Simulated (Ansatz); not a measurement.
Molecular dynamics on a 2×2×1 supercell (16 atoms) of Si₃Ge (ordering on diamond), relaxed with r2SCAN. Forces come from PBEsol in Ansatz 0.2.0: a Nosé-Hoover thermostat at fixed volume, 800 K, steps of 3 fs. Spin polarisation is off, nuclei are classical, and the run is far too short for thermal averages. The structure comes from a prototype and may be hypothetical.

```yaml
crystal:
  lattice:
    - [7.7761932354, 0.0, 0.0]
    - [0.0, 7.7761932354, 0.0]
    - [0.0, 0.0, 5.4836775972]
  atoms:
    - { symbol: Si, position: [0.25, 0.0, 0.754877492] }
    - { symbol: Si, position: [0.25, 0.25, 0.0] }
    - { symbol: Si, position: [0.0, 0.25, 0.245122508] }
    - { symbol: Ge, position: [0.0, 0.0, 0.5] }
    - { symbol: Si, position: [0.25, 0.5, 0.754877492] }
    - { symbol: Si, position: [0.25, 0.75, 0.0] }
    - { symbol: Si, position: [0.0, 0.75, 0.245122508] }
    - { symbol: Ge, position: [0.0, 0.5, 0.5] }
    - { symbol: Si, position: [0.75, 0.0, 0.754877492] }
    - { symbol: Si, position: [0.75, 0.25, 0.0] }
    - { symbol: Si, position: [0.5, 0.25, 0.245122508] }
    - { symbol: Ge, position: [0.5, 0.0, 0.5] }
    - { symbol: Si, position: [0.75, 0.5, 0.754877492] }
    - { symbol: Si, position: [0.75, 0.75, 0.0] }
    - { symbol: Si, position: [0.5, 0.75, 0.245122508] }
    - { symbol: Ge, position: [0.5, 0.5, 0.5] }
kpoints:
  mp_grid: { grid: [2, 2, 2] }
hamiltonian:
  xc: pbesol
scf:
  occupations: { method: fermi_dirac, width: 0.069 }
md:
  ensemble: nvt_nose_hoover
  temperature: 800
  timestep: 3.0
  n_steps: 30
  initial_velocities: maxwell_boltzmann
  seed: 6846
```

Command: `ansatz run input.yaml --threads 4 --pin off --max-ram 3686MiB --backend cpu --events-out ev --progress --plain --runs-dir out`. It took 67 s on 4 threads of Arm Neoverse V1 (shared host); peak host memory 0.99 GiB.

Task: How do temperature and energy develop?

Result: The temperature starts at 800 K, is lowest at step 7 (241 K, 21 fs) and ends at 331 K. The thermostat hasn't had time to restore it. The atoms start on their lattice sites with kinetic energy alone, so much of it first passes into potential energy. By the last step the atoms have moved 0.19 Å in the root mean square, the drift of the whole cell taken out, 0.31 Å at most.
```tsv
step	t (fs)	T (K)	free energy F from step 0 (meV/atom)	kinetic energy (meV/atom)	largest force (eV/Å)
0	0	800	0.0	96.9	0.08
1	3	769	3.9	93.1	0.75
2	6	679	14.8	82.3	1.54
3	9	552	30.5	66.9	2.28
4	12	419	47.0	50.7	2.89
5	15	309	60.5	37.5	3.22
6	18	248	68.1	30.0	3.23
7	21	241	69.0	29.2	2.91
8	24	279	64.4	33.8	2.39
9	27	343	56.7	41.6	2.07
10	30	414	48.3	50.2	1.96
11	33	476	41.2	57.7	1.80
12	36	519	36.5	62.9	1.58
13	39	537	35.0	65.1	1.29
14	42	527	37.0	63.9	1.64
15	45	490	42.2	59.4	1.89
16	48	432	50.0	52.3	2.03
17	51	363	59.1	44.0	2.35
18	54	298	67.6	36.2	2.59
19	57	255	73.5	30.9	2.68
20	60	244	75.3	29.6	2.59
21	63	270	72.7	32.7	2.34
22	66	323	66.8	39.2	1.96
23	69	389	59.5	47.2	1.79
24	72	450	53.1	54.5	1.65
25	75	491	49.3	59.5	1.73
26	78	504	49.1	61.0	1.73
27	81	485	52.7	58.8	1.63
28	84	441	59.3	53.5	1.67
29	87	384	67.4	46.6	2.21
30	90	331	75.0	40.1	2.71
```

Positions (Å) and forces (eV/Å) at step 30:
```
Si   2.040   0.100   4.055     0.308  -0.909  -0.712
Si   1.777   1.813   0.020     0.773   1.303   1.010
Si  -0.196   1.750   1.361     0.974   0.311   0.110
Ge  -0.033  -0.091   2.854     0.652   0.525  -0.122
Si   1.811   3.856   4.262     0.396  -0.470  -0.644
Si   1.820   5.910  -0.132     0.450   0.143   0.990
Si  -0.022   5.857   1.398     0.554  -0.327  -0.561
Ge   0.072   3.796   2.582    -0.304  -0.014   0.645
Si   5.820  -0.159   4.145    -0.199   0.395   1.036
Si   5.724   1.834   0.044     1.160   0.274  -2.175
Si   3.971   2.155   1.313    -2.587   0.093   0.808
Ge   4.080   0.169   2.607    -1.135  -0.553   0.154
Si   5.938   3.878   4.134     0.004  -1.158  -0.255
Si   5.921   5.697   0.024    -1.627   0.705   0.567
Si   3.758   5.910   1.340     0.709  -0.388  -0.460
Ge   3.858   4.011   2.914    -0.126   0.072  -0.392
```
